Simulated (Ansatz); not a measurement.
Here is an unrelaxed guess for BaSi₄.

```
CELL_PARAMETERS angstrom
4.25909 0.00000 0.00000
0.00000 4.25909 0.00000
0.00000 0.00000 3.78531
ATOMIC_POSITIONS crystal
Ba 0.50000 0.50000 0.74723
Si 0.16265 0.00000 0.73164
Si 0.83735 0.00000 0.73164
Si 0.00000 0.16265 0.73164
Si 0.00000 0.83735 0.73164
```

Computed with DFT PBE, scalar-relativistic, plane waves, PAW (Ansatz 0.2.0). Cutoff 420 eV; k points 4×4×4 on the computed 5-atom cell (Γ-centred); Gaussian smearing, width 0.10 eV; no spin polarisation.

The zero of energy is the elements' standard structures at the same level; no fitted shifts are applied.

Q: Estimate its pressure, forces and energy as it stands.

A: The pressure is 657.6 GPa (the mean over three directions, positive in compression), the largest force is 281.00 eV/Å, and the energy is +53.92 eV/atom against the elements. The shortest distance is 0.98 Å, so close that the PAW spheres overlap strongly and these values are rough.

Q: How much does it gain on relaxing, and where does it end?

A: Relaxing gains about 53.8 eV/atom (the start's value is from the coarse mesh, so the gain is rough) in 25 ionic steps and ends at +0.13 eV/atom on the finer mesh. The symmetry goes from P4mm (No. 99) to P4/mmm (No. 123). The volume per atom grows by 95.4 %, from 13.7 to 26.8 Å³. The shortest distance goes from 0.98 Å (Si–Si) to 2.20 Å (Si–Si). Conventional cell: a = 5.467 Å, c = 4.488 Å. Ba is surrounded by 16 Si at 3.70 Å; Si has 3 Si at 2.20–2.31 Å, 1 Si at 3.27 Å and 4 Ba at 3.70 Å.

The last run used an 8×8×8 mesh for its 5-atom cell and Gaussian smearing of 0.10 eV. The relaxation can't lower the symmetry of the start. A structure relaxed within its symmetry needn't be a true minimum.
